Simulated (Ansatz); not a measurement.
AlAs (zinc blende, space group No. 216), the program Ansatz at the PBE level (PAW). The conduction-band minimum lies at X, with 3 equivalent valleys. Second derivatives d²E/dk² of the lowest band at one valley (eV·Å²), along Cartesian directions:

```
direction  d²E/dk²
---------  -------
[100]        8.489
[010]        31.32
[001]        31.32
[110]        19.91
[101]        19.91
[011]        31.21
```

Find the principal effective masses, the density-of-states mass and the conductivity mass.

Off-diagonal terms follow from H_xy = H[110] − (H_xx + H_yy)/2, and m*/mₑ = 7.620 eV·Å² over each eigenvalue: 0.24, 0.24, 0.90. One valley's DOS mass (m₁m₂m₃)^(1/3) = 0.38, conductivity mass 3/(Σ 1/mᵢ) = 0.32 mₑ.

What effective density of states Nc follows at 300 K for parabolic valleys?

Nc = 2.509e19 × 3 × (0.38)^(3/2) ≈ 1.8e19 cm⁻³.

Space group F-43m (zinc blende). The cell was relaxed with PBE under the symmetry of its start. Spin–orbit coupling is left out wherever it is not named.

Potentials: the later of the program's two PAW sets.

Edges and masses are those of Kohn–Sham bands, whose gap is no quasiparticle gap.
